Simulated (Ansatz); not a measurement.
One crystal and one scan (scan of one atom of the cell) at two levels, PBE (plane waves to 420 eV, PAW, scalar-relativistic; Ansatz, a first-principles code) and r2SCAN (plane waves to 500 eV, PAW, scalar-relativistic; Ansatz), each from its own relaxed cell and on its own mesh.

The crystal is Zr (hcp, Mg type); one Zr atom of a 4-atom cell moves by s along Cartesian x, with its periodic images.

E stands for the smeared free energy. Zr is run without spin polarisation. Zr was relaxed with its symmetry unable to fall. (PBE) Left out: 2 of 11 points, with atoms too close for the PAW data. (r2SCAN) Left out: 2 of 11 points, with atoms too close for the PAW data. With partly filled bands, energies and forces of such displacements shift with the k mesh and the smearing. Both scans cover s from -0.512 to 0.512 Å.

```csv
quantity,run 1,run 2
Lattice constant a (Å),3.231,3.246
Lattice constant c (Å),5.173,5.151
Relaxed volume (Å³/atom),23.39,23.50
Energy at s = 0.512 Å (meV/cell),591,636
Force along the line at s = -0.512 Å (eV/Å),2.414,2.450
Force constant k = d²E/ds² at s = 0 (finite differences) (eV/Å²),4.86,5.43
```

Problem. Which run is which level?

Solution. Run 1 is PBE, run 2 is r2SCAN. PBE gives the higher value for: lattice constant c. PBE gives the lower value for: lattice constant a; energy at s = 0.512 Å; force constant k = d²E/ds² at s = 0. They agree on: relaxed volume (within 0.6 %); force along the line at s = -0.512 Å (within 1.5 %). Both give the same shape of the curve: a single well with its minimum at or next to zero displacement. Neither level is exact: the differences show how much the result hangs on the functional.

(For displaced atoms, the force is minus the slope of the energy, and its curvature is a force constant, which sets phonon frequencies.)
